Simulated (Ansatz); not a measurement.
BAs (zinc blende)

```yaml
crystal:
  lattice:
    - [0.00000, 2.38394, 2.38394]
    - [2.38394, 0.00000, 2.38394]
    - [2.38394, 2.38394, 0.00000]
  atoms:
    - { symbol: As, position: [0.25000, 0.25000, 0.25000] }
    - { symbol: B, position: [0.00000, 0.00000, 0.00000] }
```

This relaxed cell (volume V₀) is scaled evenly in all directions, its shape held. Symmetry pins the atoms to their sites.

Level of theory: PBEsol (plane waves to 420 eV, PAW, scalar-relativistic; Ansatz, an electronic-structure program). k mesh 13×13×13 (Γ-centred), Fermi-Dirac smearing 0.05 eV. The energy includes the smearing's −TS. Compression counts positive. BAs was relaxed with its symmetry unable to fall. The zero of ΔE is the relaxed starting cell.

```json
[
 {"V (Å³/atom)": "11.381", "ΔE (meV/atom)": "203.3"},
 {"V (Å³/atom)": "11.814", "ΔE (meV/atom)": "122.3"},
 {"V (Å³/atom)": "12.248", "ΔE (meV/atom)": "64.8"},
 {"V (Å³/atom)": "12.681", "ΔE (meV/atom)": "27.2"},
 {"V (Å³/atom)": "13.115", "ΔE (meV/atom)": "6.4"},
 {"V (Å³/atom)": "13.548", "ΔE (meV/atom)": "0.0"},
 {"V (Å³/atom)": "13.982", "ΔE (meV/atom)": "5.8"},
 {"V (Å³/atom)": "14.415", "ΔE (meV/atom)": "21.9"},
 {"V (Å³/atom)": "14.849", "ΔE (meV/atom)": "46.8"},
 {"V (Å³/atom)": "15.283", "ΔE (meV/atom)": "withheld"},
 {"V (Å³/atom)": "15.716", "ΔE (meV/atom)": "117.7"}
]
```

Question: Fit a third-order Birch-Murnaghan form (E₀, V₀, B₀, B₀′ free) to the given rows and predict ΔE at V = 15.283.

Answer: Least squares on the 10 given rows: ΔE = E₀ + (9V₀B₀/16)·y²·[2 + (B₀′ − 4)y], y = (V₀/V)^(2/3) − 1, with V₀ = 13.548 Å³/atom, B₀ = 139.9 GPa (160.2 GPa = 1 eV/Å³; the term in eV is multiplied by 1000), B₀′ = 4.09, E₀ = 0.07 meV/atom; root-mean-square residual 0.06 meV/atom. At 15.283 the fit gives 79.1 meV/atom; the calculation gives 79.1 meV/atom, the same to the digits shown. For the pressure the fit gives -13.2 GPa against the computed -13.2 GPa.

(A scan under strain: stresses follow from slopes of the energy per volume, elastic moduli from its curvatures.)
